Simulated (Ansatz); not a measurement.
One crystal and one scan (energy against volume) at two levels, PBE (plane waves to 420 eV, PAW, scalar-relativistic; Ansatz, a first-principles code) and r2SCAN (plane waves to 500 eV, PAW, scalar-relativistic; Ansatz), each from its own relaxed cell and on its own mesh. The cell shown is that of PBE.

SnO₂ (rutile)

```
CELL_PARAMETERS angstrom
      4.82756     0.00000     0.00000
      0.00000     4.82756     0.00000
      0.00000     0.00000     3.23791
ATOMIC_POSITIONS crystal
  Sn 0.00000 0.00000 0.00000
  Sn 0.50000 0.50000 0.50000
  O  0.30660 0.30660 0.00000
  O  0.80660 0.19340 0.50000
  O  0.19340 0.80660 0.50000
  O  0.69340 0.69340 0.00000
```

E(V) scan at fixed shape, V₀ the volume above. The atoms relax within the cell's symmetry.

Energies are smeared free energies. SnO2 was relaxed with its symmetry unable to fall. The PAW data are Ansatz's earlier set. With the shape held, the modulus is that of even scaling; a crystal free to change shape is softer. Percentages come from the unrounded values. Both scans cover V/V₀ from 0.900 to 1.100.

Results of PBE:

| Item | Result |
|---|---|
| Lattice constant a (Å) | 4.828 |
| Lattice constant c (Å) | 3.238 |
| Relaxed volume (Å³/atom) | 12.58 |
| Pressure at the smallest volume (GPa) | 24.1 |
| Energy cost of the largest compression (meV/atom) | 85.3 |
| Energy cost of the largest expansion (meV/atom) | 56.7 |
| Bulk modulus at fixed cell shape B₀ (third-order Birch-Murnaghan fit) (GPa) | 175.3 |
| Pressure derivative B₀′ (fit) | 5.1 |
| Pressure for 5 % compression (fit) (GPa) | 10.2 |

Problem. Estimate the r2SCAN values.

Solution. 
| quantity | r2SCAN | PBE − r2SCAN |
|---|---|---|
| Lattice constant a (Å) | 4.759 | +0.069 (+1.5 %) |
| Lattice constant c (Å) | 3.200 | +0.038 (+1.2 %) |
| Relaxed volume (Å³/atom) | 12.08 | +0.50 (+4.1 %) |
| Pressure at the smallest volume (GPa) | 28.6 | -4.5 (-16 %) |
| Energy cost of the largest compression (meV/atom) | 97.4 | -12.1 (-12 %) |
| Energy cost of the largest expansion (meV/atom) | 65.9 | -9.2 (-14 %) |
| Bulk modulus at fixed cell shape B₀ (third-order Birch-Murnaghan fit) (GPa) | 210.5 | -35.2 (-17 %) |
| Pressure derivative B₀′ (fit) | 4.8 | +0.3 (+5 %) |
| Pressure for 5 % compression (fit) (GPa) | 12.2 | -2.0 (-16 %) |

PBE gives the higher value for: lattice constant a; lattice constant c; relaxed volume; pressure derivative B₀′. PBE gives the lower value for: pressure at the smallest volume; energy cost of the largest compression; energy cost of the largest expansion; bulk modulus at fixed cell shape B₀; pressure for 5 % compression.

(Under strain, the slope of the energy per volume gives the stress and its curvature an elastic modulus.)
